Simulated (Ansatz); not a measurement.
## Frozen-phonon scan for TiC (rock salt)

TiC (rock salt)

```
TiC
1.0
    0.00000     4.33303     4.33303
    2.16652     0.00000     2.16652
    2.16652     2.16652     0.00000
C Ti
2 2
Cartesian
  0.00000   0.00000   0.00000
  2.16652   4.33303   2.16652
  2.16652   2.16652   2.16652
  2.16652   4.33303   4.33303
```

The atoms are displaced by Q × the pattern below (from a DFPT mode at L = (0.5, 0.0, 0.0), largest move 1; Q in Å), at fixed cell. (q is in reciprocal vectors of the primitive cell; the cell shown is doubled to hold the pattern.)

| atom | x | y | z |
|---|---|---|---|
| C1 | 0.577 | -0.577 | -0.577 |
| C2 | -0.577 | 0.577 | 0.577 |

Atoms not listed stay in place.

Computed with PBE (plane waves to 420 eV, PAW, scalar-relativistic; Ansatz, a first-principles code). k mesh 9×18×18 (Γ-centred), Fermi-Dirac smearing 0.05 eV. E stands for the smeared free energy. Compression counts positive. With partly filled bands, energies and forces of such displacements shift with the k mesh and the smearing. TiC is run without spin polarisation. TiC was relaxed with its symmetry unable to fall. ΔE is measured from the undisplaced structure.

```
Q (Å)   ΔE (meV/cell)  P (GPa)  −dE/dQ from forces (eV/Å)
------  -------------  -------  -------------------------
-0.280           1725     10.7                     11.884
-0.233           1210      7.5                     10.137
-0.187            781      4.8                      8.249
-0.140            442      2.7                      6.265
-0.093            197      1.2                      4.213
-0.047             49      0.3                      2.117
0.000               0      0.0                      0.000
0.047              49      0.3                     -2.117
0.093             197      1.2                     -4.213
0.140             442      2.7                     -6.265
0.187             781      4.8                     -8.249
0.233            1210      7.5                    -10.137
0.280            1725     10.7                    -11.884
```

Read from the data:

| Quantity | Result |
|---|---|
| Energy at Q = 0.280 Å | 1725 meV/cell |
| Space group of the distorted cell | R-3m (No. 166), lowered from Fm-3m |
| Symmetry of the curve | even: the same for both signs |
| Shape of the curve | a single well with its minimum at or next to zero displacement |
| Harmonic wavenumber from the curvature (finite differences) | 717 cm⁻¹ |
| Wavenumber by perturbation theory (DFPT, on another k mesh) | 717 cm⁻¹ |

The 13 points together took very roughly 2.3 core-minutes.

(A displaced cell: forces are minus the slopes of the energy, force constants its curvatures, and phonons follow from these.)
